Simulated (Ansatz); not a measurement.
Method: Ansatz 0.2.0, DFT PBE, scalar-relativistic, plane waves, PAW. Settings: cutoff 420 eV, Γ-centred meshes spaced at most about 0.3 Å⁻¹, and about 0.25 Å⁻¹ or finer for metals (2π included), Gaussian smearing. Collinear spin in cells that started with moments and kept them past the coarse steps, no spin elsewhere.

Temperature and zero-point effects are left out.

Two relaxed structures of GdAl2N3:

A. (site moments Gd 6.1 μB)

Space group P4/mmm (No. 123). a = 7.708 Å, b = 7.708 Å, c = 3.639 Å, α = 90.00°, β = 90.00°, γ = 90.00°
| atom | site | symmetry | x | y | z |
| --- | --- | --- | --- | --- | --- |
| Gd | 1b | 4/mmm | 0.0000 | 0.0000 | 0.5000 |
| Al | 2e | mmm. | 0.0000 | 0.5000 | 0.5000 |
| N | 2f | mmm. | 0.0000 | 0.5000 | 0.0000 |
| N | 1a | 4/mmm | 0.0000 | 0.0000 | 0.0000 |

B. (site moments Gd 6.8 μB)

Space group P6/mmm (No. 191). a = 5.310 Å, b = 5.310 Å, c = 2.713 Å, α = 90.00°, β = 90.00°, γ = 120.00°
| atom | site | symmetry | x | y | z |
| --- | --- | --- | --- | --- | --- |
| Gd | 1a | 6/mmm | 0.0000 | 0.0000 | 0.0000 |
| Al | 2c | -6m2 | 0.6667 | 0.3333 | 0.0000 |
| N | 3g | mmm | 0.5000 | 0.5000 | 0.5000 |

Question: Which would you expect to be lower, and how large is the difference?

Answer: B is lower, by 1.03 eV/atom. A has space group P4/mmm (No. 123), 36.0 Å³/atom and no gap on its mesh; B has space group P6/mmm (No. 191), 11.0 Å³/atom and no gap. Counting N atoms around Al and Gd (those within 1.25 times the shortest such distance or 1.15 times the sum of covalent radii, 1.27 where that leaves under three), A has Gd 2, Al 2 and B has Gd 12, Al 6. The denser one is the lower, and pressure would at first widen the difference. In A, Gd is surrounded by 2 N at 1.82 Å; Al has 2 N at 1.82 Å; around N on a site of symmetry mmm lie 2 Al at 1.82 Å; 1 more site not described. In B, Gd has 2 Gd at 2.71 Å, 12 N at 2.98 Å and 6 Al at 3.07 Å; around Al lie 6 N at 2.05 Å, 2 Al at 2.71 Å, 3 Gd at 3.07 Å and 3 Al at 3.07 Å; N has 4 Al at 2.05 Å, 6 N at 2.66–2.71 Å and 4 Gd at 2.98 Å. Both come from invented guesses.

The 4f shell of Gd is treated without a Hubbard U, which places its levels poorly. Another magnetic order may lie lower. Cells relaxed within their symmetry can be saddle points.
